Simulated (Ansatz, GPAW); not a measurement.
This is a calculation of Ir3Rh for Ansatz 0.2.0. Atoms were shifted at random by some hundredths of an Å from the given cell, which wasn't relaxed again for these runs. The cell comes from a database or a generator and needn't be the stable form of this composition.

The input input.yaml:

```yaml
crystal:
  lattice:
    - [3.84033585, 0.0, 0.0]
    - [0.0, 3.84033585, 0.0]
    - [0.0, 0.0, 3.84033585]
  atoms:
    - { symbol: Ir, position: [0.502397, 0.506472, -0.00066] }
    - { symbol: Ir, position: [0.001147, 0.492051, 0.495043] }
    - { symbol: Ir, position: [0.5009, -0.005947, 0.505239] }
    - { symbol: Rh, position: [0.010982, 0.003882, -0.005252] }
kpoints:
  mp_grid: { grid: [7, 7, 7] }
scf:
  occupations: { method: fermi_dirac, width: 0.05 }
hamiltonian:
  xc: pbesol
  pseudopotentials: { kind: all_electron, lapw: { basis_error: 0.001 } }
output:
  forces: true
  stress: true
  eigenvalues: true
  populations: true
```

Potentials or basis: all-electron LAPW, scalar-relativistic.

Run with:

```bash
$ ansatz run input.yaml --threads 2 --pin off --max-ram 8192MiB --backend cpu --events-out ev --progress --plain --runs-dir out
```

Task: What does the same run look like in GPAW 26.7.0 (ASE script)? Potentials or basis there: PAW data sets generated for this functional, cutoff 600 eV.

Result: As run (cutoffs and basis follow the program's own potentials, and thresholds, step limits or extra output files can differ):

The input run.py:

```python
from ase import Atoms
from ase.dft.bandgap import bandgap
from ase.io import write
from ase.units import GPa
from gpaw import GPAW, PW, setup_paths

setup_paths.insert(0, '.')

atoms = Atoms(['Ir', 'Ir', 'Ir', 'Rh'],
              cell=[[3.84033585, 0.0, 0.0],
                    [0.0, 3.84033585, 0.0],
                    [0.0, 0.0, 3.84033585]],
              scaled_positions=[[0.502397, 0.506472, -0.00066],
                                [0.001147, 0.492051, 0.495043],
                                [0.5009, -0.005947, 0.505239],
                                [0.010982, 0.003882, -0.005252]],
              pbc=True)

calc = GPAW(mode=PW(600),
            xc='PBEsol',
            kpts={'size': (7, 7, 7), 'gamma': True},
            occupations={'name': 'fermi-dirac', 'width': 0.05},
            nbands=52,
            convergence={'density': 1e-05, 'energy': 1e-05},
            maxiter=150,
            txt='gpaw.txt')
atoms.calc = calc
energy = atoms.get_potential_energy()
forces = atoms.get_forces()
stress = atoms.get_stress()
calc.write('gs.gpw')
write('result.traj', atoms)
print(f'Energy: {energy:.6f} eV')
print('Forces (eV/A):')
print(forces.round(4))
print('Stress (GPa):', (stress / GPa).round(3))
print('Fermi level:', round(calc.get_fermi_level(), 4), 'eV')
print(f'Gap: {bandgap(calc)[0]:.4f} eV, direct: {bandgap(calc, direct=True)[0]:.4f} eV')
```

Potentials or basis: PAW data sets generated in the run's folder for this functional, pw.

Launch:

```sh
$ gpaw-setup -f PBEsol Ir Rh
$ OMP_NUM_THREADS=1 python run.py
```

Both were run:

|  | Ansatz | GPAW |
| --- | --- | --- |
| Pressure | -5.8 GPa | -6.0 GPa |
| Largest force | 0.543 eV/Å | 0.546 eV/Å |

Where Ansatz's input types no cutoff or centring, it takes its own default and a Γ-centred mesh.

Pressure is positive in compression.
